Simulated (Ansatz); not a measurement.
## AlCu3: an elastic run with strain amplitude 0.0002

The calculation used DFT LDA, scalar-relativistic, plane waves, PAW (Ansatz).

Launched with:
```bash
ansatz run input.yaml --threads 1 --pin off --max-ram 3072MiB --backend cpu --events-out ev --progress --plain --runs-dir out
```

Input (bare energies are in eV):
```yaml
crystal:
  lattice:
    - [0.0, 2.8500014754, 2.8500014754]
    - [2.8500014754, 0.0, 2.8500014754]
    - [2.8500014754, 2.8500014754, 0.0]
  atoms:
    - { symbol: Al, position: [0.0, 0.0, 0.0] }
    - { symbol: Cu, position: [0.5, 0.5, 0.5] }
    - { symbol: Cu, position: [0.25, 0.25, 0.25] }
    - { symbol: Cu, position: [0.75, 0.75, 0.75] }
basis:
  ecutwfc: 420
kpoints:
  mp_grid: { grid: [12, 12, 12] }
hamiltonian:
  xc: lda
scf:
  occupations: { method: fermi_dirac, width: 0.15 }
output:
  forces: true
  stress: true
  eigenvalues: true
elastic:
  mode: relaxed_ion
  stencil: two_point
  amplitude: 0.0002
```

From the output:
```
--- Elastic constants: 2 strain directions × 2 members + reference (group order 48) ---
  dense FFT box of the reference and of every strained cell: 27×27×27
  strains applied: 11, 23; error gains: componentwise 1.00 (the most a stress slope's error grows in a printed constant), spectral 1.73 (1 for all six strains in a standard setting)
  C = ∂σ_k/∂η_j (tension-positive GPa; Voigt order 11 22 33 23 13 12):
       171.147    164.796    164.796     -0.000      0.000      0.000
       164.796    171.147    164.796      0.000      0.000      0.000
       164.796    164.796    171.147      0.000     -0.000      0.000
         0.000     -0.000     -0.000    125.144     -0.000      0.000
        -0.000      0.000     -0.000      0.000    125.144      0.000
        -0.000      0.000     -0.000     -0.000     -0.000    125.144
  reference stress σ⁰ (GPa):     -0.000     -0.000     -0.000      0.000      0.000      0.000
  C* (energy form; C + prestress term) asymmetry max|C*_kj − C*_jk| = 5.684e-14 GPa — a small one proves nothing (zero by symmetry where the batch's group is 432, −43m or m−3m); a large one is finite-difference/SCF noise where every solve ...
  moduli (Voigt/Reuss/Hill, GPa): K = 166.91/166.91/166.91   G = 76.36/7.65/42.00   E = 116.26   ν = 0.384
  mechanically stable: yes (min eigenvalue of sym C = 6.35 GPa)
  strain η (Voigt 11):  stress-route row diagonal C_11 = 171.15 GPa, energy-path curvature d²(F+E_count+ΔE)/dδ²/Ω₀ = 176.97 GPa
         δ    σ_11 (GPa) F (eV) n_scf n_hpsi n_pw
    -2.000e-4      -0.0347      -20180.8167914       9  107018    934   relax 0 steps, max|allowed force component| 5.55e-17 eV/Å
     2.000e-4       0.0338      -20180.8167978       5   77985    934   relax 0 steps, max|allowed force component| 5.55e-17 eV/Å
  strain η (Voigt 23):  stress-route row diagonal C_44 = 125.14 GPa, energy-path curvature d²(F+E_count+ΔE)/dδ²/Ω₀ = 118.59 GPa
         δ    σ_23 (GPa) F (eV) n_scf n_hpsi n_pw
    -2.000e-4      -0.0250      -20180.8167930       6  113341    934   relax 1 steps, max|allowed force component| 1.22e-5 eV/Å
     2.000e-4       0.0250      -20180.8167930       6  118827    934   relax 1 steps, max|allowed force component| 1.21e-5 eV/Å
```

Time: 2.3 min on 1 thread of Arm Neoverse V1, on a shared host, peak memory 0.62 GiB.

Beside the reference run (Cutoff 420 eV, 12×12×12 k-points (Γ-centred), Fermi-Dirac smearing of 0.15 eV. No spin polarisation.), the elastic coefficients (GPa; two-point stencil, strain 0.002 and ions relaxed unless stated):
```
                setting C11    C12    C44
          reference run  170.4  164.2  124.9
strain amplitude 0.0002  171.2  164.8  125.1
```

In a metal, frequencies and elastic constants depend on the k mesh and the smearing, soft modes and shear constants most.